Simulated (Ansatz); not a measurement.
# Property card for La$_{2}$NCl$_{3}$

La₂NCl₃:
```cif
data_Cl12La8N4
_chemical_formula_sum 'La8 N4 Cl12'
_space_group_name_H-M_alt 'Ibam'
_space_group_IT_number 72
_space_group_name_Hall '-I 2 2c'
_cell_length_a 6.94662
_cell_length_b 13.83003
_cell_length_c 6.17040
_cell_angle_alpha 90.000
_cell_angle_beta 90.000
_cell_angle_gamma 90.000
loop_
_atom_site_label
_atom_site_type_symbol
_atom_site_symmetry_multiplicity
_atom_site_Wyckoff_symbol
_atom_site_fract_x
_atom_site_fract_y
_atom_site_fract_z
_atom_site_occupancy
La1 La 8 j 0.17698 0.09372 0.00000 1
N1 N 4 a 0.00000 0.00000 0.25000 1
Cl1 Cl 4 b 0.00000 0.50000 0.25000 1
Cl2 Cl 8 j 0.31146 0.30307 0.00000 1
```
(The calculation used a cell of 12 atoms; values per cell refer to that cell.)

Space group Ibam (No. 72); conventional cell a = 6.9466 Å, b = 13.8300 Å, c = 6.1704 Å, α = 90.00°, β = 90.00°, γ = 90.00°.

Method: DFT-r²SCAN in the program Ansatz with PAW potentials. The cell and atoms are relaxed at this level. Other levels are named where they apply.

Cell and energy:

| Property | Result |
|---|---|
| Volume per atom | 24.70 Å³ |
| Density | 4.46 g/cm³ |
| Formation energy from the elements (no fitted shifts) | -2.50 eV/atom |

Electronic structure:

| Quantity | Result |
|---|---|
| Band gap | 3.77 eV (direct) |
| Valence-band maximum | at Γ |
| Conduction-band minimum | at Γ |
| Electron effective mass | 0.72, 2.6, 3.4 mₑ (principal values) |
| Hole effective mass | 1.3, 1.5, 2.5 mₑ (principal values) |

Mechanics:

| Property | Value |
|---|---|
| Bulk modulus (Birch–Murnaghan fit) | 45.1 GPa |
| Pressure derivative B′ | 3.2 |

Charges:

| Quantity | Value |
|---|---|
| Bader charges | La +2.00, N -1.66, Cl -0.79 to -0.77 e |

The workflow started from a Materials Project entry (that database holds measured and hypothetical structures alike); the Crystallography Open Database copy checked does not list it. Whether it is the stable phase at ambient conditions was not checked. Symmetry was held in the r²SCAN relaxation; its stability against distortions is not shown here. The references are the lowest solids computed at this level, not always the standard phases (solids in place of the gases). Scalar-relativistic: spin–orbit coupling is off unless named, which matters more the heavier the elements.

Potentials: the later of the program's two PAW sets.
